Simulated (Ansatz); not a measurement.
The start is a generated cell, Ag placed in the diamond structure type. Cell shape, volume and atoms are optimised at zero target pressure with PBEsol (plane waves to 420 eV, PAW, scalar-relativistic; Ansatz, an electronic-structure program). The first steps use a coarse 10×10×10 k-mesh.

Starting cell:
```
CELL_PARAMETERS angstrom
      0.00000     2.87868     2.87868
      2.87868     0.00000     2.87868
      2.87868     2.87868     0.00000
ATOMIC_POSITIONS crystal
  Ag 0.25000 0.25000 0.25000
  Ag 0.00000 0.00000 0.00000
```

| Quantity | Value |
|---|---|
| Initial pressure | +9.0 GPa (positive: the cell is compressed) |
| Outcome | The space group stays Fd-3m (No. 227) (the run could not lower it); the end is diamond type, with 2 atoms in the primitive cell |
| Energy released | 0.09 eV/atom |
| Volume change | +15.4 %, from 23.86 to 27.53 Å³/atom |
| Band gap at the end | zero (metallic) |
| Optimiser moves | 4 |

Final structure:

Space group Fd-3m, origin choice 1 (No. 227); a = b = c = 6.039 Å, α = β = γ = 90.00°

```tsv
atom	site	symmetry	x	y	z
Ag	8a	-43m	0.0000	0.0000	0.0000
```
(The calculation used a cell of 2 atoms; values per cell refer to that cell.)

Final values are on a 13×13×13 k-mesh of the relaxed cell. No spin polarisation in the result.

The run could not lower the symmetry of its start; a shaken copy of this end point relaxes with PBEsol to Fm-3m (No. 225), 0.99 eV/atom lower.

The relaxed structure here is a generated cell of Ag: the first start was made by placing the elements on the sites of a structure type, and the end was not matched to a known phase here, so it may be hypothetical. Known forms of Ag include space group No. 225.
